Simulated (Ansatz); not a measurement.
Calculation log, BaHg (Pm-3m) (elastic constants by finite strains)

Method: LDA, all-electron LAPW in Ansatz 0.2.0, scalar-relativistic.

The cell comes from a PAW relaxation under the same functional.

The structure is one entry of a database and needn't be the stable phase.

Command:

```sh
ansatz run input.yaml --threads 1 --pin off --max-ram 2560MiB --backend cpu --events-out ev --progress --plain --runs-dir out
```

input.yaml:

```yaml
crystal:
  lattice:
    - [4.02351215158, 0.0, 0.0]
    - [0.0, 4.02351215158, 0.0]
    - [0.0, 0.0, 4.02351215158]
  atoms:
    - { symbol: Ba, position: [0.0, 0.0, 0.0] }
    - { symbol: Hg, position: [0.5, 0.5, 0.5] }
kpoints:
  mp_grid: { grid: [10, 10, 10] }
scf:
  occupations: { method: fermi_dirac, width: 0.05 }
hamiltonian:
  xc: lda
  pseudopotentials: { kind: all_electron, lapw: { basis_error: 0.001 } }
elastic:
  mode: relaxed_ion
  stencil: two_point
  amplitude: 0.008
```

Output (shortened where marked):

```
Warning: RAYON_NUM_THREADS=1 ignored (pool sized by the plan → 1); use --threads N
LAPW: plane waves up to 6.304 Å⁻¹, error target 1.0e-3 eV per atom; small_component_spin mean_spin; Ba in spheres of 1.602 Å, 28 of its electrons in bands, Dirac shells []; Hg in spheres of 1.778 Å, 34 of its electrons in bands, ...
Engine: ansatz 0.2.0, x86_64-unknown-linux-gnu
Pseudopotentials: kind: all_electron
Pseudopotential: Ba, LAPW, valence charge 28, lapw/all_electron/scalar/gaussian/Ba, Koelling and Harmon's equation, gaussian nucleus
Pseudopotential: Hg, LAPW, valence charge 34, lapw/all_electron/scalar/gaussian/Hg, Koelling and Harmon's equation, gaussian nucleus
Functional definition: SPW92
  exchange = slater_x
  correlation = pw_c
Crystal: 2 atoms, lattice volume = 65.135 Å³
Basis set: ecut = 151.40727731306313 eV, 257 PW (Γ), exchange–correlation at level 2
Bands: 38, of which v1, the nominal top of the filled ones, is band 31 counted from 1 (30 counted from 0)
Symmetry: 48 space group operations
Space group: Pm-3m (ITA 221), of the structure as read, at distance tolerance 4.0e-5 Å
k-points: 56 of 1000
Non-local potential: Ba, projectors of the file, none
Non-local potential: Hg, projectors of the file, none
Initial density: superposition of atomic densities (chi_scale 0.1, normalization cell, long waves kept (reshape's long-wave potential 0.00 eV rms))
Initial wavefunctions: plane waves of lowest kinetic energy (no species holds an atomic orbital)
Functional: x = slater, c = lda
iter 1 solved again at ethr=1.36e-4 eV; its pass at ethr=1.00e-1 eV (dr2=8.44e-2 eV) is discarded
SCF iter   1: F=—  HF=-754743.047259 eV  |F-HF|=—  |Δ(HF+E_count)|=         —  Δρ=8.60e-3  dr2=8.45e-2  ethr=1.36e-4  ⟨swp⟩=2.9  Hψ=13629  notcnv=0
preconditioner: auto → Kerker (q_TF=auto, 2.706 Å⁻¹)  [metal: Δε(μ)=0.106 eV  Ē_g=11.310 eV  σ=0.050 eV  W_gap=0.41  n_scr=26 (ndim 8)  ℏωp=20.6 eV  f_vac=0.000  D(μ)=1.48/eV (n_scr^D=6)]
iter 2 solved again at ethr=1.23e-5 eV; its pass at ethr=1.36e-4 eV (dr2=7.65e-3 eV) is discarded
SCF iter   2: F=—  HF=-754742.777709 eV  |F-HF|=—  |Δ(HF+E_count)|=   2.70e-1  Δρ=3.24e-3  dr2=7.65e-3  ethr=1.23e-5  ⟨swp⟩=2.0  Hψ=11906  notcnv=0
SCF iter   3: F=—  HF=-754742.730559 eV  |F-HF|=—  |Δ(HF+E_count)|=   4.72e-2  Δρ=2.96e-3  dr2=7.27e-3  ethr=1.23e-5  ⟨swp⟩=3.0  Hψ=7092  notcnv=0
SCF iter   4: F=—  HF=-754742.729658 eV  |F-HF|=—  |Δ(HF+E_count)|=   9.01e-4  Δρ=1.80e-3  dr2=2.77e-3  ethr=1.17e-5  ⟨swp⟩=2.0  Hψ=6848  notcnv=0
SCF iter   5: F=—  HF=-754742.730250 eV  |F-HF|=—  |Δ(HF+E_count)|=   5.93e-4  Δρ=6.64e-4  dr2=4.39e-4  ethr=4.48e-6  ⟨swp⟩=2.0  Hψ=6781  notcnv=0
SCF iter   6: F=—  HF=-754742.730378 eV  |F-HF|=—  |Δ(HF+E_count)|=   1.27e-4  Δρ=1.66e-4  dr2=5.50e-5  ethr=7.07e-7  ⟨swp⟩=2.4  Hψ=6872  notcnv=0
SCF iter   7: F=—  HF=-754742.730362 eV  |F-HF|=—  |Δ(HF+E_count)|=   1.56e-5  Δρ=8.90e-5  dr2=1.57e-5  ethr=8.87e-8  ⟨swp⟩=2.0  Hψ=6848  notcnv=0
SCF iter   8: F=—  HF=-754742.730358 eV  |F-HF|=—  |Δ(HF+E_count)|=   4.43e-6  Δρ=4.90e-5  dr2=4.25e-6  ethr=2.53e-8  ⟨swp⟩=2.0  Hψ=6848  notcnv=0
[... 67 lines left out ...]
SCF iter   2: F=—  HF=-754742.730082 eV  |F-HF|=—  |Δ(HF+E_count)|=   1.32e-6  Δρ=2.01e-5  dr2=1.67e-7  ethr=2.69e-10  ⟨swp⟩=2.0  Hψ=37250  notcnv=0
SCF iter   3: F=—  HF=-754742.730082 eV  |F-HF|=—  |Δ(HF+E_count)|=   3.29e-8  Δρ=4.24e-6  dr2=1.38e-8  ethr=2.69e-10  ⟨swp⟩=2.9  Hψ=23019  notcnv=0
SCF iter   4: F=—  HF=-754742.730082 eV  |F-HF|=—  |Δ(HF+E_count)|=   1.16e-9  Δρ=7.58e-7  dr2=3.27e-10  ethr=2.23e-11  ⟨swp⟩=2.0  Hψ=22742  notcnv=0
SCF iter   5: F=—  HF=-754742.730082 eV  |F-HF|=—  |Δ(HF+E_count)|=  1.16e-10  Δρ=2.16e-7  dr2=4.28e-11  ethr=6.14e-12 (applied; sched 1.00e-12)  ⟨swp⟩=2.0  Hψ=22742  notcnv=0
SCF iter   6: F=—  HF=-754742.730082 eV  |F-HF|=—  |Δ(HF+E_count)|=  1.16e-10  Δρ=4.96e-8  dr2=1.13e-12  ethr=6.14e-12 (applied; sched 1.00e-12)  ⟨swp⟩=2.0  Hψ=22742  notcnv=0
SCF iter   7: F=-754742.730082 eV  HF=-754742.730082 eV  |F-HF|=3.49e-10  |Δ(HF+E_count)|=  3.49e-10  Δρ=7.43e-9  dr2=1.82e-14  ethr=6.14e-12 (applied; sched 1.00e-12)  ⟨swp⟩=2.0  Hψ=22742  notcnv=0
SCF 5 converged in 7 iterations: F = -754742.730082 eV  dr2 = 1.82e-14
SCF converged after 17 iterations
Free energy (F): -754742.730356 eV
Harris-Foulkes:  -754742.730356 eV  (|F-HF|=1.16e-10)
Internal energy: -754742.718253 eV  (E = F + TS)
E sigma→0 (E₀):  -754742.724304 eV
Entropy (-TS):   -0.012104 eV (-6.052 meV/atom)
Fermi energy:    14.185037 eV
--- Per-component energies (eV) ---
  E_band       = -3621.590639
  E_kinetic    = 845865.330760
  E_xc         = -15064.998071
  E_electrostatic = -1585543.050942  (all electrons and nuclei)
  E_smearing   = -0.012104  (= −TS)
  E_closure    = 0.000000  (closes the sum)
  Σ components = -754742.730356   (vs F -754742.730356, Δ=0.00e0)
  Basis errors (estimates in eV, not in F): energy 2.9e-4 per atom: plane waves 2.6e-4 (1.4e-4 summed), levels above the bands 2.2e-54, relativity 8.8e-9, radial functions 2.4e-5, core shells 4.1e-9; eigenvalues (radial functions ...
--- Forces (eV/Å), atoms counted from 1 ---
  atom   1  Ba     0.00000000     0.00000000     0.00000000
  atom   2  Hg    -0.00000000     0.00000000     0.00000000
  max |Σ_I F_I| component: 1.97e-30 eV/Å
--- Stress (GPa, compression-positive) ---
       -0.024850      -0.000000      -0.000000
       -0.000000      -0.024850       0.000000
       -0.000000       0.000000      -0.024850
  P = ⅓ Tr σ = -0.0248 GPa (-0.248 kbar)
--- Elastic constants: 2 strain directions × 2 members + reference (group order 48) ---
  dense FFT box of the reference and of every strained cell: 18×18×18
  strains applied: 11, 23; error gains: componentwise 1.00 (the most a stress slope's error grows in a printed constant), spectral 1.73 (1 for all six strains in a standard setting)
  C = ∂σ_k/∂η_j (tension-positive GPa; Voigt order 11 22 33 23 13 12):
        53.900     22.507     22.507     -0.000     -0.000     -0.000
        22.507     53.900     22.507     -0.000     -0.000     -0.000
        22.507     22.507     53.900     -0.000     -0.000     -0.000
         0.000      0.000     -0.000     21.074      0.000     -0.000
         0.000      0.000     -0.000     -0.000     21.074      0.000
         0.000     -0.000      0.000      0.000      0.000     21.074
  reference stress σ⁰ (GPa):      0.025      0.025      0.025      0.000      0.000      0.000
  no Pulay correction (none for the plane-wave cutoff is built on LAPW): the batch's stresses and constants are at fixed plane waves
  C* (energy form; C + prestress term) asymmetry max|C*_kj − C*_jk| = 3.553e-15 GPa — a small one proves nothing (zero by symmetry where the batch's group is 432, −43m or m−3m); a large one is finite-difference/SCF noise where ...
  moduli (Voigt/Reuss/Hill, GPa): K = 32.97/32.97/32.97   G = 18.92/18.53/18.73   E = 47.24   ν = 0.261
  mechanically stable: yes (min eigenvalue of sym C = 21.07 GPa)
  where every solve meets its electron count the energy-path curvature estimates C_jj along a normal strain and C_jj − ¼(σ⁰_aa + σ⁰_bb) along a shear (ab), closely only under elastic.basis: deformed
  strain η (Voigt 11):  stress-route row diagonal C_11 = 53.90 GPa, energy-path curvature d²(F+E_count)/dδ²/Ω₀ = 53.90 GPa
         δ    σ_11 (GPa)             F (eV)   n_scf  n_hpsi   n_pw
    -8.000e-3      -0.4148     -754742.7297266      13  237301    292   relax 0 steps, max|allowed force component| 4.93e-32 eV/Å
     8.000e-3       0.4476     -754742.7295834      10  192587    292   relax 0 steps, max|allowed force component| 2.96e-31 eV/Å
  strain η (Voigt 23):  stress-route row diagonal C_44 = 21.07 GPa, energy-path curvature d²(F+E_count)/dδ²/Ω₀ = 21.06 GPa
         δ    σ_23 (GPa)             F (eV)   n_scf  n_hpsi   n_pw
    -8.000e-3      -0.1686     -754742.7300822       7  215499    292   relax 0 steps, max|allowed force component| 2.47e-31 eV/Å
     8.000e-3       0.1686     -754742.7300822       7  215378    292   relax 0 steps, max|allowed force component| 2.96e-31 eV/Å
```

The calculation finished and met its thresholds.

Elastic moduli:

Elastic constants of a crystal by Kohn-Sham DFT: slopes of the stress over finite engineering strains of the given cell, Voigt indices, Cartesian axes as in the input; Hill averages of a grain aggregate, Debye temperature from the mean sound speed over directions.

```
Bulk modulus                     : 32.97 GPa
Shear modulus                    : 18.73 GPa
Young modulus                    : 47.24 GPa
Poisson ratio                    : 0.2612
Bulk over shear modulus          : 1.76
Elastic anisotropy index         : 0.1049
Least young modulus              : 40.64 GPa
Largest young modulus            : 52.12 GPa
Longitudinal sound speed         : 2593 m/s
Transverse sound speed           : 1474 m/s
Elastic debye temperature        : 152.6 K
Linear compressibility (x, y, z) : 10.11, 10.11, 10.11 1/TPa
Zener ratio                      : 1.343
Cauchy pressure                  : 1.43 GPa
```

### Elastic constants

```json
{
 "Pressure at rest": "-0.025 GPa",
 "Least elastic eigenvalue": "21.07 GPa",
 "Elastically stable": "yes"
}
```

```tsv
index	elastic (GPa)
11	53.9
12	22.51
44	21.07
```

Strained cells:

Stress of each strained cell less that at rest, tension positive.

```csv
strain component,strain,stress xx (GPa),stress yy (GPa),stress zz (GPa),stress yz (GPa),stress xz (GPa),stress xy (GPa),relaxation steps
xx,-0.008,-0.4396,-0.1846,-0.1846,0,0,0,0
xx,0.008,0.4228,0.1755,0.1755,0,0,0,0
yz,-0.008,-0.003,-0.002,-0.002,-0.1686,0,0,0
yz,0.008,-0.003,-0.002,-0.002,0.1686,0,0,0
```

Keep in mind: responses of metals move with mesh and smearing; no spin-orbit coupling on heavy atoms.

Cost: 110 s on 1 thread of Intel(R) Xeon(R) 6975P-C (Granite Rapids), on a shared host, peak memory 0.7 GiB.
